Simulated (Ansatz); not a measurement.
Given:

Rb2LiScF6:
```xyz
10
Lattice="0.0000 4.1535 4.1535 4.1535 0.0000 4.1535 4.1535 4.1535 0.0000" Properties=species:S:1:pos:R:3 pbc="T T T"
Rb     2.0767     2.0767     2.0767
Rb     6.2302     6.2302     6.2302
Li     4.1535     4.1535     4.1535
Sc     0.0000     0.0000     0.0000
F      4.1535     4.1535     2.0252
F      4.1535     4.1535     6.2818
F      2.0252     4.1535     4.1535
F      6.2818     4.1535     4.1535
F      4.1535     2.0252     4.1535
F      4.1535     6.2818     4.1535
```

This is the r²SCAN-relaxed structure.

Q: All from plane-wave PAW r²SCAN (Ansatz code), unless another level is named. Predict the gap with spin–orbit coupling.

A: 7.56 eV.

Q: What about the electron effective mass, band 1 of 3 at the edge?

A: 15 along [100], 9.7 along [110], 8.7 along [111] (mₑ).

Q: Next, the electron effective mass with spin–orbit coupling, band 1 of 2 at the edge?

A: 10 along [100], 8.9 along [110], 8.3 along [111] (mₑ).

Q: Predict the weight of the valence-edge state by species (Voronoi cells).

A: F 99 %.

Space group Fm-3m. The workflow started from a Materials Project entry (that database holds measured and hypothetical structures alike); the Crystallography Open Database copy checked does not list it. Whether it is the stable phase at ambient conditions was not checked. Symmetry was held in the r²SCAN relaxation; whether a distortion lowers the energy is not shown. The run is not spin-polarised. Scalar-relativistic: spin–orbit coupling is off unless named, which matters more the heavier the elements.

Potentials: the later of the program's two PAW sets.
